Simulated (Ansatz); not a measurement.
CdTe:
```
CdTe
1.0
    4.63260     0.00000     0.00000
   -2.31630     4.01195     0.00000
    0.00000     0.00000     7.59637
Cd Te
2 2
Direct
  0.33333   0.66667   0.00029
  0.66667   0.33333   0.50029
  0.33333   0.66667   0.37471
  0.66667   0.33333   0.87471
```

This is the r²SCAN-relaxed structure. Tensor components refer to the Cartesian frame of this cell.

### Question
All from plane-wave PAW r²SCAN (Ansatz code), unless another level is named. Estimate the electron effective mass.

### Answer
0.086, 0.097, 0.097 mₑ (principal values).

### Question
And the gap with spin–orbit coupling?

### Answer
0.94 eV.

### Question
Predict the hole effective mass, band 2 of 2 at the edge.

### Answer
0.093 along x, 1.2 along z (mₑ).

### Question
And the HSE06 gap on the r²SCAN cell?

### Answer
1.55 eV.

### Question
And the valence-band maximum?

### Answer
at Γ.

### Question
What about the weight of the conduction-edge state by species (Voronoi cells)?

### Answer
Cd 66 %, Te 34 %.

Space group P6_3mc (wurtzite). The workflow started from a Materials Project entry (that database holds measured and hypothetical structures alike); the Crystallography Open Database copy checked does not list it. It is not the phase usual at ambient conditions (space group No. 216). The cell was relaxed with r²SCAN under the symmetry of its start; of distortions, only those at the zone centre were tested. Spin–orbit coupling is left out wherever it is not named.

Potentials: the earlier of the program's two PAW sets.
